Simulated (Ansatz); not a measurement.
## MnHg (Pm-3m): exchange couplings and spin waves by the force theorem

These are results of Ansatz, DFT, LDA, PAW with Ansatz's default frozen-core files, scalar-relativistic, not measurements.

Command: `ansatz run input.yaml --threads 2 --pin off --max-ram 5120MiB --backend cpu --events-out ev --progress --plain --runs-dir out`

```yaml
crystal:
  lattice:
    - [3.315, 0.0, 0.0]
    - [0.0, 3.315, 0.0]
    - [0.0, 0.0, 3.315]
  atoms:
    - { symbol: Mn, position: [0.5, 0.5, 0.5], spin: 3.7 }
    - { symbol: Hg, position: [0.0, 0.0, 0.0] }
magnetization:
  spin_polarized: true
kpoints:
  mp_grid: { grid: [12, 12, 12] }
  band_path:
    path:
      - [0.0, 0.0, 0.0]
      - [0.0, 0.5, 0.0]
      - [0.5, 0.5, 0.0]
      - [0.0, 0.0, 0.0]
      - [0.5, 0.5, 0.5]
      - [0.0, 0.5, 0.0]
      - [0.5, 0.5, 0.5]
      - [0.5, 0.5, 0.0]
    npoints: 8
scf:
  occupations: { method: fermi_dirac, width: 0.1 }
  lower_state_search: "off"
hamiltonian:
  xc: lda
  pseudopotentials: { kind: paw }
output:
  eigenvalues: false
  eigenstates:
    nscf_kmesh: { grid: [12, 12, 12] }
    top_band: c24
    exchange_couplings: { magnetic: [{ species: Mn }] }
```

The program prints:

```
settings of this run that can trade accuracy for cost: output.eigenvalues: false. Do not mix this run's numbers with those of runs without the same settings; the input reference describes each key
Engine: ansatz 0.2.0
Pseudopotentials: kind: paw
Pseudopotential: Mn, paw, valence charge 15, recommended cutoff 420 eV (normal), Mn.paw.azcp
Pseudopotential: Hg, paw, valence charge 20, recommended cutoff 420 eV (normal), Hg.paw.azcp
Functional definition: SPW92
  exchange = slater_x
  correlation = pw_c
Crystal: 2 atoms, lattice volume = 36.429 Å³
Basis set: ecut = 420 eV, 739 PW (Γ)
Bands: 24, of which v1, the nominal top of the filled ones, is band 18 counted from 1 (17 counted from 0)
Symmetry: 48 space group operations
Space group: Pm-3m (ITA 221), of the structure as read, at distance tolerance 3.3e-5 Å
Magnetic group: BNS 221.92 (UNI 1594), of the structure as read, at distance tolerance 3.3e-5 Å
k-points: 84 of 1728
Non-local potential: Mn, projectors of the file, l = 0: 3, l = 1: 2, l = 2: 3, l = 3: 1
Non-local potential: Hg, projectors of the file, l = 0: 3, l = 1: 2, l = 2: 2, l = 3: 1
PAW form: soft (Blöchl's): semilocal exchange-correlation on the pseudo side does not see the compensation charge
PAW frozen core: Mn, regenerated for the run's functional, and the local potential with it (the file was generated under x = pbe(κ = 0.804, μ = 0.2195149727645171), c = pbe(β = 0.06672455060314922))
PAW frozen core: Hg, regenerated for the run's functional, and the local potential with it (the file was generated under x = pbe(κ = 0.804, μ = 0.2195149727645171), c = pbe(β = 0.06672455060314922))
PAW one-centre angular grid: Mn, 590 points (default); XC on 64 Gauss nodes
PAW one-centre angular grid: Hg, 590 points (default); XC on 64 Gauss nodes
Initial density: superposition of atomic densities (chi_scale 0.1, normalization cell)
Starting moments: Σ|m| = 3.7 μB on 1 of 2 sites
Initial wavefunctions: pseudopotential atomic-orbital guess
Functional: x = slater, c = lda
SCF iter   1: F=—  HF=-17363.755661 eV  |F-HF|=—  |Δ(HF+E_count)|=         —  Δρ=5.91e-2 (↑5.68e-2 ↓5.91e-2)  dr2=6.69e0  dr2_m=1.16e-2  M=3.369 μB ∫|m|=3.504 μB  β_m=0.30  ethr=3.10e-3  ⟨swp⟩=4.5  Hψ=14665  notcnv=0
preconditioner: auto → Kerker (q_TF=auto, 2.710 Å⁻¹)  [metal: Δε(μ)=0.005 eV  Ē_g=9.560 eV  σ=0.100 eV  W_gap=0.01  n_scr=18 (ndim 8)  ℏωp=26.8 eV  f_vac=0.000  D(μ)=2.92/eV (n_scr^D=32)]
spin=Collinear: Kerker preconditioning applied to the charge; magnetization (m = ρ↑ − ρ↓) channel mixes plain (no charge-response kernel on spin).
[...]
SCF iter   8: F=—  HF=-17362.654063 eV  |F-HF|=—  |Δ(HF+E_count)|=   8.46e-5  Δρ=8.43e-5 (↑8.43e-5 ↓2.32e-5)  dr2=1.74e-6  dr2_m=5.48e-7  M=3.783 μB ∫|m|=3.968 μB  β_m=0.85  ethr=1.69e-6  ⟨swp⟩=1.9  Hψ=4485  notcnv=0  defer=37
SCF iter   9: F=—  HF=-17362.654063 eV  |F-HF|=—  |Δ(HF+E_count)|=   3.65e-7  Δρ=1.61e-5 (↑9.68e-6 ↓1.61e-5)  dr2=3.12e-7  dr2_m=5.32e-9  M=3.783 μB ∫|m|=3.968 μB  β_m=0.92  ethr=4.98e-9  ⟨swp⟩=2.0  Hψ=6873  notcnv=0  defer=37
SCF iter  10: F=-17362.654063 eV  HF=-17362.654063 eV  |F-HF|=7.65e-9  |Δ(HF+E_count)|=   6.06e-8  Δρ=2.31e-6 (↑1.79e-6 ↓2.31e-6)  dr2=1.02e-8  dr2_m=1.39e-10  M=3.783 μB ∫|m|=3.968 μB  ethr=2.86e-10  ⟨swp⟩=3.8  Hψ=9172  notcnv=0
SCF 1 converged in 10 iterations: F = -17362.654063 eV  dr2 = 1.02e-8
  greatest PAW one-centre occupation: 1.003 electrons in one spin orbital (limit 2), on the Mn atom at site 0 (counted from 0), in its partial waves of l = 1
NSCF: frozen V_eff on 57 k-points
NSCF: frozen V_eff on 84 k-points
Exchange couplings: 0 of 2 parts done
Exchange couplings: 1 of 2 parts done
Exchange couplings: 0 of 4 parts done
Exchange couplings: 1 of 4 parts done
Exchange couplings: 2 of 4 parts done
Exchange couplings: 3 of 4 parts done
SCF converged after 10 iterations
Magnetization: 3.7829 μB (19.3914 up, 15.6086 down)
Absolute magnetization: 3.9722 μB (∫|ρ↑−ρ↓|, with the PAW one-centre terms)
Spin contamination: 0.1196 ħ² per cell (⟨S²⟩ above its minimum at these occupations)
Per-site moments (μB) at R_I (Å): [(3.728891653760435, 1.1842356130874832), (-0.022150222205527977, 1.1842356130874832)]
Free energy (F): -17362.654063 eV
Harris-Foulkes:  -17362.654063 eV  (|F-HF|=7.65e-9)
Internal energy: -17362.594205 eV  (E = F + TS)
E sigma→0 (E₀):  -17362.624134 eV
Entropy (-TS):   -0.059857 eV (-29.929 meV/atom)
Fermi energy:    15.749172 eV
--- Per-component energies (eV) ---
  E_band       = -604.875548
  E_kinetic    = 905.241406
  E_local      = -4260.833571  (includes V_loc(G=0)·N_el)
  E_nonlocal   = 332.083007
  E_hartree    = 1787.869750
  E_xc         = -330.204657
  E_vxc        = -405.149405  (∫ρ·V_xc dr)
  E_paw        = -10901.239751  (= ΣΔE_a)
  E_vpaw       = -751.957232  (= ΣTr[D̂ρ^β])
  E_aug_tail   = 0.000882  (compensation charges beyond the density's cutoff)
  E_ewald      = -4896.471318
  E_core_change = 0.960046  (= ΣΔE_core)
  E_smearing   = -0.059857  (= −TS)
  E_closure    = -0.000000  (closes the sum)
  Σ components = -17362.654063   (vs F -17362.654063, Δ=0.00e0)
--- Band table (eV; the first three rows and the last of 168) ---
  k-point 0 ↑: bands = ["-99.8151", "-64.6112", "-48.0797", "-48.0797", "-48.0797", "-33.7141", "-33.7141", "-33.7141", "6.1412", "7.6056", "7.6056", "8.7576", "8.7576", "8.7576", "13.1575", "13.1575", "13.9910", "13.9910", "13.9910", "20.6043", "20.6043", "20.6043", "24.3739", "27.0958"]
  k-point 1 ↑: bands = ["-99.8151", "-64.6111", "-48.0805", "-48.0796", "-48.0796", "-33.7153", "-33.7141", "-33.7141", "6.2498", "7.6238", "7.6569", "8.7353", "8.7353", "8.7674", "13.1342", "13.1698", "13.9294", "13.9294", "13.9765", "19.7339", "20.8161", "20.8161", "24.8716", "27.0958"]
  k-point 2 ↑: bands = ["-99.8151", "-64.6109", "-48.0828", "-48.0794", "-48.0794", "-33.7185", "-33.7139", "-33.7139", "6.5574", "7.6744", "7.8175", "8.6749", "8.6749", "8.7944", "13.0694", "13.1885", "13.7735", "13.7735", "13.9368", "18.1003", "21.4173", "21.4173", "25.3404", "27.0962"]
  k-point 83 ↓: bands = ["-99.7935", "-60.7820", "-48.0685", "-48.0685", "-48.0685", "-30.0047", "-30.0047", "-30.0047", "7.8393", "7.8393", "7.8393", "9.4069", "9.4069", "14.2390", "14.2390", "14.2390", "16.0961", "17.5608", "17.5608", "21.4269", "21.4269", "21.4269", "21.4600", "21.4600"]
settings of this run that can trade accuracy for cost: output.eigenvalues: false. Do not mix this run's numbers with those of runs without the same settings; the input reference describes each key
```

exchange_couplings.tsv:

```
# site	partner	cell_1	cell_2	cell_3	displacement_x_ang	displacement_y_ang	displacement_z_ang	distance_ang	coupling_mev
# format = ansatz-exchange-couplings/3
# nscf_kmesh_grid = 12 12 12
# n_bands = 42
# mesh_fermi_ev = 15.749
# occupation_method = fermi_dirac
# smearing_width_ev = 0.1
# xc_rung = lda
# a1_ang = 3.315 0 0
# a2_ang = 0 3.315 0
# a3_ang = 0 0 3.315
# atom = 0 Mn magnetic 0.5 0.5 0.5 3.7942 6.4894 0.027309 -
# atom = 1 Hg relaxed 0 0 0 -0.0057162 0.0058594 7.6066e-05 -
# moments = constrained
# kernel_scale = 1.0017
# constrained_moments_mub = 3.7286
# turning_moments_mub = 3.7885
# field_residual = 0.0018101
# moved_by_upper_bands = 0.0058129
# mean_field_moved_by_upper_bands = 0.0058152
# mean_field_temperature_k = 816.35
# mean_field_q_frac = 0.41667 -0.5 -0.5
# no_ordering_temperature = state_not_lowest
# no_stiffness = state_not_lowest
# whole_within_ang = 19.89
0	0	-1	0	0	-3.315	0	0	3.315	-6.3666
0	0	0	-1	0	0	-3.315	0	3.315	-6.3666
0	0	0	0	-1	0	0	-3.315	3.315	-6.3666
0	0	0	0	1	0	0	3.315	3.315	-6.3666
0	0	0	1	0	0	3.315	0	3.315	-6.3666
0	0	1	0	0	3.315	0	0	3.315	-6.3666
0	0	-1	-1	0	-3.315	-3.315	0	4.6881	5.4251
0	0	-1	0	-1	-3.315	0	-3.315	4.6881	5.4251
0	0	-1	0	1	-3.315	0	3.315	4.6881	5.4251
0	0	-1	1	0	-3.315	3.315	0	4.6881	5.4251
0	0	0	-1	-1	0	-3.315	-3.315	4.6881	5.4251
0	0	0	-1	1	0	-3.315	3.315	4.6881	5.4251
0	0	0	1	-1	0	3.315	-3.315	4.6881	5.4251
0	0	0	1	1	0	3.315	3.315	4.6881	5.4251
0	0	1	-1	0	3.315	-3.315	0	4.6881	5.4251
0	0	1	0	-1	3.315	0	-3.315	4.6881	5.4251
0	0	1	0	1	3.315	0	3.315	4.6881	5.4251
0	0	1	1	0	3.315	3.315	0	4.6881	5.4251
0	0	-1	-1	-1	-3.315	-3.315	-3.315	5.7417	-6.4881
0	0	-1	-1	1	-3.315	-3.315	3.315	5.7417	-6.4881
[...]
```

magnon_bands.tsv:

```
# distance_inv_ang	q_1	q_2	q_3	is_on_mesh	least_cost_mev	mode	energy_mev	sense
# format = ansatz-magnon-bands/1
# nscf_kmesh_grid = 12 12 12
# whole_turn_by_bands_mev = 13.693
# magnetic_atoms = 0
# least_rotation_mev = -136.2
# least_rotation_q_frac = 0.41667 -0.5 -0.5
# least_rotation_pattern = 1 0
0	0	0	0	1	0	1	0	1
0.11846	0	0.0625	0	0	-2.7329	1	-2.8854	1
0.23692	0	0.125	0	0	-11.681	1	-12.333	1
0.35538	0	0.1875	0	0	-23.52	1	-24.833	1
0.47385	0	0.25	0	1	-32.996	1	-34.838	1
0.59231	0	0.3125	0	0	-40.352	1	-42.605	1
0.71077	0	0.375	0	0	-47.617	1	-50.275	1
0.82923	0	0.4375	0	0	-55.091	1	-58.167	1
0.94769	0	0.5	0	1	-58.807	1	-62.09	1
1.0662	0.0625	0.5	0	0	-55.971	1	-59.096	1
1.1846	0.125	0.5	0	0	-45.237	1	-47.763	1
1.3031	0.1875	0.5	0	0	-28.918	1	-30.532	1
1.4215	0.25	0.5	0	1	-9.7486	1	-10.293	1
1.54	0.3125	0.5	0	0	8.3121	1	8.7762	1
1.6585	0.375	0.5	0	0	16.53	1	17.453	1
1.7769	0.4375	0.5	0	0	20.967	1	22.137	1
1.8954	0.5	0.5	0	1	24.498	1	25.866	1
2.0629	0.4375	0.4375	0	0	18.657	1	19.699	1
2.2304	0.375	0.375	0	0	14.066	1	14.851	1
2.398	0.3125	0.3125	0	0	-1.097	1	-1.1583	1
2.5655	0.25	0.25	0	1	-17.398	1	-18.369	1
2.733	0.1875	0.1875	0	0	-22.362	1	-23.611	1
2.9006	0.125	0.125	0	0	-17.532	1	-18.51	1
3.0681	0.0625	0.0625	0	0	-5.2023	1	-5.4927	1
3.2356	0	0	0	1	0	1	0	1
3.4408	0.0625	0.0625	0.0625	0	-7.3987	1	-7.8118	1
3.646	0.125	0.125	0.125	0	-18.037	1	-19.044	1
3.8512	0.1875	0.1875	0.1875	0	-16.895	1	-17.838	1
4.0563	0.25	0.25	0.25	1	-25.914	1	-27.36	1
4.2615	0.3125	0.3125	0.3125	0	-62.141	1	-65.611	1
4.4667	0.375	0.375	0.375	0	-116.43	1	-122.93	1
4.6719	0.4375	0.4375	0.4375	0	-135.88	1	-143.46	1
4.8771	0.5	0.5	0.5	1	-136.15	1	-143.75	1
5.0446	0.4375	0.5	0.4375	0	-136.12	1	-143.72	1
5.2121	0.375	0.5	0.375	0	-126.93	1	-134.02	1
5.3797	0.3125	0.5	0.3125	0	-88.246	1	-93.173	1
5.5472	0.25	0.5	0.25	1	-46.89	1	-49.508	1
[...]
```

In the table E = −Σ J e_i·e_j over ordered pairs, so positive J favours parallel moments; the file's long notes are left out. The flag state_not_lowest says that some rotation lowers the energy by these couplings, so the mean-field temperature in the header isn't an ordering temperature of this state, and negative spin-wave energies mark the unstable rotations. Convergence in k wasn't tested.

Site moments (μB): Mn1 3.73, Hg2 -0.02. Cell moment 3.78 μB.

The magnetic group in the log treats spin as a scalar label, without spin–orbit coupling.

The PAW files were made with PBE; the program remakes their cores once for the run's functional and then keeps them frozen. The Ansatz runs typed with the search for lower states off end where their start leads. Spin–orbit coupling is left out although heavy atoms are present. The magnetic state is the one that this cell and start allow. It needn't be the compound's measured order, which may need a larger cell or be absent.

It took 87 s on 2 threads of Arm Neoverse V2, on a shared host, peak memory 0.95 GiB.
